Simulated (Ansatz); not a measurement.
Field gradients of Ti₃Al from run to run

Cell of run 1: a COD entry (the entry's cell lengths or inner coordinates differ somewhat from later room-temperature determinations), atoms as given.

Space group P6_3/mmc (No. 194); a = 5.7640, c = 4.6640 Å, γ = 120.00°.

| site | Wyckoff | site symmetry | x | y | z |
| --- | --- | --- | --- | --- | --- |
| Ti | 6h | mm2 | 0.8333 | 0.1667 | 0.2500 |
| Al | 2c | -6m2 | 0.3333 | 0.6667 | 0.2500 |

One atom of each set is listed.

Relaxed positions (PBE, cell held):

Ti (0.8302, 0.1698, 0.2500)
Al (0.3333, 0.6667, 0.2500)

All runs are DFT with Ansatz 0.2.0 (plane waves and PAW, scalar-relativistic unless spin–orbit coupling is named, Γ-centred meshes, Fermi–Dirac smearing where given) in this cell.

Run 1: PBE, atoms as given; 420 eV, 7×7×7 k-points, smearing 0.05 eV.
Run 2: PBE, atoms relaxed; 420 eV, 7×7×7 k-points, smearing 0.05 eV.
Run 3: r2SCAN, at the relaxed atoms; 500 eV, 7×7×7 k-points, smearing 0.05 eV.

```tsv
run	Ti V_zz (η)	Al V_zz (η)
1	-1.48 (0.04)	0.23 (0.00)
2	-1.71 (0.13)	0.061 (0.00)
3	?	?
```

V_zz in 10²¹ V/m².

(1) Estimate the row of run 3.

Answers

(1) Ti: -1.99 (0.01); Al: 0.070 (0.00). It lies nearest to run 2, from whose tensors on these sites it differs by 0.28 at most (largest principal value of the difference, on Ti). Taken one at a time, the functional (r2SCAN with its higher cutoff) moves the tensors on these sites by up to 0.28 (largest principal value of the change, on Ti), the positions of the atoms (as given or relaxed) by 0.23 (Ti). Without a gap such differences can lie within the error of the k-mesh, so this order isn't firm.

With these PAW files V_zz is typically within 2 to 3 % of all-electron values, but misses above 10 % occur on Al. In runs 1, 2, 3 there is no gap above 0.1 eV, so the gradients can move by 10 % or more with the k-mesh. In run 1 the atoms aren't at the calculated equilibrium (largest force 0.34 eV/Å).
